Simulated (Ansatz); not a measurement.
The start is a relaxed MgSe cell, doubled along one cell vector, shaken by Gaussian noise of σ = 0.08 Å a coordinate. The structure is fully relaxed (lattice and positions, P = 0) with r2SCAN (plane waves to 500 eV, PAW, scalar-relativistic; Ansatz, an electronic-structure program). The first steps use a 5×9×5 k-mesh.

The start:
```yaml
crystal:
  lattice:
    - [8.44407, 0.00000, 0.00000]
    - [-2.11102, 3.65639, 0.00000]
    - [0.00000, 0.00000, 6.81422]
  atoms:
    - { symbol: Mg, position: [0.33402, 0.33718, 0.99129] }
    - { symbol: Mg, position: [0.81971, 0.35273, 0.00688] }
    - { symbol: Mg, position: [0.14790, 0.63848, 0.49577] }
    - { symbol: Mg, position: [0.66697, 0.68446, 0.47737] }
    - { symbol: Se, position: [0.34066, 0.34120, 0.62723] }
    - { symbol: Se, position: [0.84754, 0.31056, 0.61582] }
    - { symbol: Se, position: [0.16074, 0.66960, 0.12520] }
    - { symbol: Se, position: [0.65371, 0.63285, 0.13168] }
```

* **Largest initial force**: 1.90 eV/Å, on Se6 (atoms numbered as listed)
* **Energy released**: 0.082 eV/atom
* **Relative to the parent**: The parent structure is recovered, P6₃mc (No. 186)
* **Band gap at the end**: 3.35 eV, direct at Γ (no spin-orbit coupling)
* **Optimiser moves**: 3

The end point of the relaxation:

Space group P6₃mc (No. 186); a = b = 4.222 Å, c = 6.813 Å, α = β = 90.00°, γ = 120.00°

```
atom  site  symmetry       x       y       z
----  ----  --------  ------  ------  ------
Mg      2b       3m.  0.6667  0.3333  0.4983
Se      2b       3m.  0.6667  0.3333  0.1195
```

No spin polarisation in the result.

The first start was generated by placing the elements on the sites of a structure type. Materials Project lists a structure of MgSe in the same space group, P6₃mc (No. 186); the sites were not compared with it, nor with measured phases. Known forms of MgSe include space group No. 225.
